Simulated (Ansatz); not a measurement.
# TiC (rock salt), generalised stacking-fault energy along a line

TiC (rock salt) is sheared across one {110} plane: the third cell vector gains the shift, so faults repeat every 4.6 Å. The cut lies between planes 1.53 Å apart; the cell height is held.

```xyz
6
Lattice="3.0637 0.0000 0.0000 0.0000 4.3327 0.0000 1.5318 2.1663 4.5955" Properties=species:S:1:pos:R:3 pbc="T T T"
C      1.2765     1.8053     3.8296
C      1.2765     1.8053     0.7659
C      2.8084     3.9716     2.2977
Ti     1.2765     3.9716     3.8296
Ti     1.2765     3.9716     0.7659
Ti     2.8084     1.8053     2.2977
```

In-plane vectors a = (3.064, 0.000) Å, b = (0.000, 4.333) Å, area 13.27 Å². The shift is s times the vector b (length 4.333 Å), so s = 1 restores the start. The shift is rigid: no atom relaxes. γ = [E(shift) − E(0)] / area.

Computed with PBE (plane waves to 420 eV, PAW, scalar-relativistic; Ansatz, a program for electronic structure). k mesh 13×13×13 (Γ-centred), Fermi-Dirac smearing 0.05 eV. E is the zero-smearing estimate. Stress and pressure are positive under compression. With partly filled bands, the k mesh leaves noise in γ, roughly 0.02 J/m² as judged from a few cases. Faults lie only 4.6 Å apart, and holding the cell height and the atoms raises γ above its relaxed value. Left out: 5 of 12 points, with atoms too close for the PAW data. The PAW data are Ansatz's earlier set. TiC is run without spin polarisation. TiC was relaxed with its symmetry unable to fall. The zero of γ is zero shift.

```json
[
 {"s": "0.000", "γ (J/m²)": "0.00", "σ normal to the fault (GPa)": "0.0"},
 {"s": "0.083", "γ (J/m²)": "0.74", "σ normal to the fault (GPa)": "0.9"},
 {"s": "0.167", "γ (J/m²)": "2.55", "σ normal to the fault (GPa)": "3.1"},
 {"s": "0.250", "γ (J/m²)": "4.50", "σ normal to the fault (GPa)": "3.2"},
 {"s": "0.750", "γ (J/m²)": "4.50", "σ normal to the fault (GPa)": "3.2"},
 {"s": "0.833", "γ (J/m²)": "2.55", "σ normal to the fault (GPa)": "3.1"},
 {"s": "0.917", "γ (J/m²)": "0.74", "σ normal to the fault (GPa)": "0.9"}
]
```

(The slope of γ gives the shear force per area between the displaced halves; near zero shift its curvature is an elastic stiffness.)
